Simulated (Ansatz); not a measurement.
Input:

C:
```xyz
6
Lattice="4.4360 0.0000 0.0000 -2.2180 3.8417 0.0000 0.0000 0.0000 2.5220" Properties=species:S:1:pos:R:3 pbc="T T T"
C      0.0000     3.4414     0.6305
C     -0.7623     2.1210     0.6305
C      0.7623     2.1210     0.6305
C      2.2180     0.4003     1.8915
C      2.9803     1.7207     1.8915
C      1.4557     1.7207     1.8915
```

This is the r²SCAN-relaxed structure. Cartesian axes are those of the cell as given.

All from r²SCAN in the plane-wave PAW code Ansatz, unless another level is named. Give the Poisson's ratio.

0.16.

Predict the elastic constants (relaxed ions, GPa).

C11 = 604, C12 = 218, C13 = 83.4, C33 = 1080, C44 = 381.

Space group P6_3/mmc. The start of the workflow was typed in or built on a structure type. Its sites differ from those of the usual phase in this space group: another stacking or structure type. The cell was relaxed with r²SCAN under the symmetry of its start; its stability against distortions is not shown here.

Potentials: the earlier of the program's two PAW sets.
